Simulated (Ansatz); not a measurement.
**Sn: energy along a strain**

Sn, Fd-3m, a = 6.491 Å (as given, not relaxed at this level: 1.6 GPa). Ansatz: r2SCAN, PAW, 500 eV, Γ-centred 12×12×12 mesh on 2 atoms, Gaussian smearing 0.15 eV; no spin polarisation. Cell vectors (Å): 0.000 3.246 3.246; 3.246 0.000 3.246; 3.246 3.246 0.000. The cell is strained by x per cent times the pattern (1 -1 0 0 0 0) in the order xx yy zz yz xz xy (engineering shears), with fractional coordinates held. y is the free energy over the start, V0 = 34.189 Å³/atom. Symmetry makes y even in x. Points with a strain past 8.5 % were computed too (2) and aren't used here.

| x (%) | y (meV/atom) |
| --- | --- |
| -5.00 | 19.84 |
| 0.00 | 0.00 |
| 2.50 | 4.99 |
| 3.75 | 11.21 |
| 6.25 | 30.79 |
| 7.50 | ? |

**Question.** Fit y = c2 x² + c4 x⁴ to the other rows, get the stiffness along the pattern, and predict the missing energy.

**Answer.** Least squares on the rows shown. y = 0.80226 x² − 0.00035782 x⁴. The clamped-ion stiffness p·C·p = 2 × 8.023 eV × 160.2 / 34.189 Å³ = 75 GPa (second derivative at the start, which stands under stress). At x = 7.50 the fit asked for gives 43.99 meV/atom. The run gave 43.95 meV/atom, so the fit is 0.04 meV/atom too high, a small miss on the scale of the series.